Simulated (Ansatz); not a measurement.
ZrC:
```yaml
crystal:
  lattice:
    - [3.33314, 0.00000, 0.00000]
    - [-1.66657, 2.88658, 0.00000]
    - [0.00000, 0.00000, 5.18844]
  atoms:
    - { symbol: Zr, position: [0.33333, 0.66667, 0.25000] }
    - { symbol: Zr, position: [0.66667, 0.33333, 0.75000] }
    - { symbol: C, position: [0.00000, 0.00000, 0.00000] }
    - { symbol: C, position: [0.00000, 0.00000, 0.50000] }
```

This is the LDA-relaxed structure. x, y and z are the axes in which the lattice vectors are written.

All from plane-wave PAW LDA (Ansatz code), unless another level is named. Give the highest zone-centre frequency.

641 cm^-1.

Next, the Young's modulus?

371 GPa.

Next, the elastic constants (relaxed ions, GPa)?

C11 = 427, C12 = 135, C13 = 180, C33 = 358, C44 = 192.

Space group P6_3/mmc (NiAs type). The first step of the workflow began from a Materials Project structure, measured or hypothetical; the Crystallography Open Database copy checked does not list it. It is not the phase usual at ambient conditions (space group No. 225). Symmetry was held in the LDA relaxation; whether a distortion lowers the energy is not shown. The run is not spin-polarised. As this level gives no gap, shear constants depend on the k-mesh and smearing (Fermi–Dirac, 0.1 eV here). As this level gives no gap, phonon frequencies hold no LO–TO term and depend on the k-mesh and smearing (Fermi–Dirac, 0.1 eV here). On the denser mesh and wider smearing of the elastic run this cell carries a stress of 0.6 GPa.

Potentials: the later of the program's two PAW sets.
